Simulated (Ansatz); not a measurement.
**KGaSb: relaxation (Ansatz)**

Input:

```yaml
crystal:
  lattice:
    - [2.099045, 3.635651, 0.0]
    - [-2.099045, 3.635651, 0.0]
    - [0.0, 0.0, 12.68209]
  atoms:
    - { symbol: K, position: [0.3333, 0.3334, 0.7018] }
    - { symbol: K, position: [0.6666, 0.6667, 0.2018] }
    - { symbol: Ga, position: [0.0, 0.0, 0.0] }
    - { symbol: Ga, position: [0.0, 0.0, 0.5] }
    - { symbol: Sb, position: [0.3333, 0.3334, 0.3923] }
    - { symbol: Sb, position: [0.6666, 0.6667, 0.8923] }
  symmetry: { tolerance: 0.0003 }
kpoints:
  mp_grid: { grid: [9, 9, 3], shift: [0, 0, 0] }
magnetization:
  spin_polarized: false
scf:
  occupations: { method: gaussian, width: 0.0294 }
  lower_state_search: "off"
hamiltonian:
  pseudopotentials: { kind: paw }
  xc: pbe
basis:
  ecutwfc: 420
  fft_grid_basis: typed
relax:
  max_steps: 40
  cell: { p_target: 0.0 }
output:
  forces: true
  stress: true
  eigenvalues: true
  bader: true
  populations: true
  elf: true
  write_potential: true
  volumetric_format: npy
  dos:
    e_range: [-12, 8]
    de: 0.05
    projected: { site_lists: { Ga: [Ga], K: [K], Sb: [Sb] } }
  write_density: true
checkpoint:
  read: saved_state
```

Launch command:

```bash
ansatz run input.yaml --threads 2 --pin off --max-ram 2560MiB --backend cpu --events-out ev --progress --plain --runs-dir out
```

Origin of the cell: a known structure type with other elements, at an estimated volume, so it need not be a known compound.

The saved state is a converged single point of the same cell.

Steps («new basis» is an SCF on plane waves selected anew at the same cell):

```json
{"step": "1", "ΔF (meV/atom)": "0.0", "max force component (eV/Å)": "0.857", "P (GPa)": "1.15", "volume (Å³)": "193.56", "SCF iterations": "9", "step was": "accepted"}
{"step": "2", "ΔF (meV/atom)": "-74.5", "max force component (eV/Å)": "0.307", "P (GPa)": "0.46", "volume (Å³)": "204.55", "SCF iterations": "8", "step was": "accepted"}
{"step": "3", "ΔF (meV/atom)": "-63.9", "max force component (eV/Å)": "0.505", "P (GPa)": "0.01", "volume (Å³)": "213.81", "SCF iterations": "9", "step was": "rejected"}
{"step": "4", "ΔF (meV/atom)": "-83.2", "max force component (eV/Å)": "0.056", "P (GPa)": "0.08", "volume (Å³)": "210.25", "SCF iterations": "12", "step was": "accepted"}
{"step": "5", "ΔF (meV/atom)": "-83.3", "max force component (eV/Å)": "0.006", "P (GPa)": "-0.02", "volume (Å³)": "210.76", "SCF iterations": "6", "step was": "accepted"}
{"step": "6", "ΔF (meV/atom)": "-83.7", "max force component (eV/Å)": "0.006", "P (GPa)": "-0.01", "volume (Å³)": "210.76", "SCF iterations": "10", "step was": "new basis"}
```

The starting structure.

Space group P6_3mc (No. 186); the run's cell has a = 4.198 Å, b = 4.198 Å, c = 12.682 Å, α = 90.00°, β = 90.00°, γ = 60.00°. Shortest distances: Ga–Sb 2.78 Å, K–Sb 3.42 Å, Ga–K 3.52 Å.

The relaxed structure.

Space group P6_3mc (No. 186); the run's cell has a = 4.461 Å, b = 4.461 Å, c = 12.228 Å, α = 90.00°, β = 90.00°, γ = 60.00°. Shortest distances: Ga–Sb 2.75 Å, K–Sb 3.59 Å.

```yaml
crystal:
  lattice:
    - [2.23056, 3.86344, 0.00000]
    - [-2.23056, 3.86344, 0.00000]
    - [0.00000, 0.00000, 12.22824]
  atoms:
    - { symbol: K, position: [0.33333, 0.33333, 0.70205] }
    - { symbol: K, position: [0.66667, 0.66667, 0.20205] }
    - { symbol: Ga, position: [0.00000, 0.00000, 0.98544] }
    - { symbol: Ga, position: [0.00000, 0.00000, 0.48544] }
    - { symbol: Sb, position: [0.33333, 0.33333, 0.40661] }
    - { symbol: Sb, position: [0.66667, 0.66667, 0.90661] }
```

```
Free energy lowered by                                                                 : 83.7 meV/atom
Volume change                                                                          : 8.88 %
Final pressure                                                                         : -0.01 GPa
Relaxation steps listed                                                                : 6
Formation energy (elements under the same functional, gases as molecules, uncorrected) : -0.219 eV/atom
```

Caveats: no spin-orbit coupling, though heavy elements are present; the relaxation held the start's symmetry, so the end may be a saddle point.

Time: 110 s of wall time on 2 CPU thread(s) of a shared host, from a saved density.
